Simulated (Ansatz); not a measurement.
## BaCrAs: input and output

The input, for Ansatz 0.2.0 (plane waves, PAW):

```yaml
crystal:
  lattice:
    - [7.588329, 0.0, 0.0]
    - [-3.794165, 6.571686, 0.0]
    - [0.0, 0.0, 3.900523]
  atoms:
    - { symbol: Cr, position: [0.2536, 0.0, 0.0] }
    - { symbol: Cr, position: [0.7464, 0.7464, 0.0] }
    - { symbol: Cr, position: [0.0, 0.2536, 0.0] }
    - { symbol: As, position: [0.3333, 0.6667, 0.0] }
    - { symbol: As, position: [0.6667, 0.3333, 0.0] }
    - { symbol: Ba, position: [0.5937, 0.0, 0.5] }
    - { symbol: Ba, position: [0.4063, 0.4063, 0.5] }
    - { symbol: Ba, position: [0.0, 0.5937, 0.5] }
    - { symbol: As, position: [0.0, 0.0, 0.5] }
  symmetry: { tolerance: 0.0003 }
kpoints:
  mp_grid: { grid: [5, 5, 9], shift: [0, 0, 0] }
  band_path:
    path:
      - [0.0, 0.0, 0.0]
      - [0.5, -2.0e-08, 0.0]
      - [0.33333333, 0.33333331, 0.0]
      - [0.0, 0.0, 0.0]
      - [0.0, 0.0, 0.5]
      - [0.5, -2.0e-08, 0.5]
      - [0.33333333, 0.33333331, 0.5]
      - [0.0, 0.0, 0.5]
      - [0.5, -2.0e-08, 0.5]
      - [0.5, -2.0e-08, 0.0]
      - [0.33333333, 0.33333331, 0.5]
    npoints: 6
magnetization:
  spin_polarized: false
scf:
  occupations: { method: methfessel_paxton, width: 0.1342 }
  lower_state_search: "off"
  max_iter: 200
hamiltonian:
  pseudopotentials: { kind: paw }
  xc: pbe
basis:
  ecutwfc: 420
  fft_grid_basis: typed
output:
  forces: true
  stress: true
  eigenvalues: true
  bader: true
  populations: true
  elf: true
  write_potential: true
  volumetric_format: npy
  dos:
    e_range: [-12, 8]
    de: 0.05
    projected: { site_lists: { As: [As], Ba: [Ba], Cr: [Cr] } }
checkpoint:
  read: saved_state
```

The saved state is an earlier solution for the same cell, perhaps on another mesh. 

Output (shortened):

```
Warning: the atoms were moved onto the symmetric positions of the space group found under crystal.symmetry.tolerance 3.0e-4 (fractional; no operation is sought that the atoms, as they stand in a round, miss by more than twice it, and no atom is moved by as much as it), and the run uses the moved positions.
Pseudopotentials: kind: paw
Pseudopotential: Cr, paw, valence charge 14, recommended cutoff 420 eV (normal), Cr.paw.azcp
Pseudopotential: As, paw, valence charge 15, recommended cutoff 420 eV (normal), As.paw.azcp
Pseudopotential: Ba, paw, valence charge 10, recommended cutoff 420 eV (normal), Ba.paw.azcp
Functional definition: PBE
  exchange = pbe_x(kappa = kappa, mu = beta*pi^2/3)
  correlation = pbe_c(beta = beta)
Crystal: 9 atoms, lattice volume = 194.512 Å³
Basis set: ecut = 420 eV, 3829 PW (Γ), exchange–correlation on 108×108×54 points (8 copies of the dense FFT grid, shifted against one another)
Bands: 71, of which v1, the nominal top of the filled ones, is band 59 counted from 1 (58 counted from 0)
Symmetry: 12 space group operations
Space group: P-62m (ITA 189), of the structure as read, at distance tolerance 1.7e-3 Å
k-points: 25 of 225 (time reversal used)
Initial density: read from a saved state, or passed on in memory by an earlier SCF of this step, an earlier step, the calling program or the single point that the run made first
Functional: x = pbe(κ = 0.804, μ = 0.2195), c = pbe(β = 0.0667)
Free energy (F): -42545.5406 eV
Harris-Foulkes:  -42545.5406 eV  (|F-HF|=1.25e-8)
Internal energy: -42545.5213 eV  (E = F + TS)
E sigma→0 (E₀):  -42545.5358 eV
Entropy (-TS):   -0.0193 eV (-2.143 meV/atom)
Fermi energy:    12.6942 eV
--- Forces (eV/Å), atoms counted from 1 ---
  atom   1  Cr    -1.0979     0.0000     0.0000
  atom   2  Cr     0.5489     0.9508     0.0000
  atom   3  Cr     0.5489    -0.9508     0.0000
  atom   4  As     0.0000     0.0000     0.0000
  atom   5  As     0.0000     0.0000     0.0000
  atom   6  Ba     0.2890     0.0000     0.0000
  atom   7  Ba    -0.1445    -0.2503     0.0000
  atom   8  Ba    -0.1445     0.2503     0.0000
  atom   9  As     0.0000     0.0000     0.0000
--- Stress (GPa, compression-positive) ---
        3.9146       0.0000       0.0000
        0.0000       3.9146       0.0000
        0.0000       0.0000      10.3889
  P = ⅓ Tr σ = 6.0727 GPa (60.727 kbar)
--- Bader charges: 9 sites ---
  site symbol  charge [e]  shift [e]
     0     Cr      0.3525     0.0022
     1     Cr      0.3524     0.0022
     2     Cr      0.3525     0.0022
     3     As     -1.2342     0.0018
     4     As     -1.2342     0.0018
     5     Ba      0.8834     0.0000
     6     Ba      0.8834     0.0000
     7     Ba      0.8834     0.0000
     8     As     -1.2393     0.0030
```

Origin: a known structure type with other elements, at an estimated volume, so it need not be a known compound. Caveats: no spin polarisation, so a magnetic state may lie lower.
